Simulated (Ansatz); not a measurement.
W2NTe2, M2XT2 MXene (hcp sites)-type layer, relaxed and computed with two functionals in Ansatz (plane waves, PAW).

```json
[
 {"functional": "PBE", "a (Å)": "?", "thickness (Å)": "?"},
 {"functional": "r²SCAN+D4", "a (Å)": "3.218", "thickness (Å)": "6.45"}
]
```

### Question
Fill in the missing entries.

### Answer

- PBE, a (Å): 3.252
- PBE, thickness (Å): 6.46

Began spin-polarised and lost the moments: W2NTe2, M2XT2 MXene (hcp sites)-type layer with PBE; W2NTe2, M2XT2 MXene (hcp sites)-type layer with r²SCAN+D4. All cells were relaxed under the symmetry of their starts (and spin orders); stability against distortions was not tested throughout. Spin–orbit coupling is left out wherever it is not named. Constructed layers (a layer type filled with these elements): W2NTe2, M2XT2 MXene (hcp sites)-type layer; W2NTe2, M2XT2 MXene (hcp sites)-type layer.

Potentials: the later of the program's two PAW sets.

Ansatz (a first-principles code) is a plane-wave DFT program.
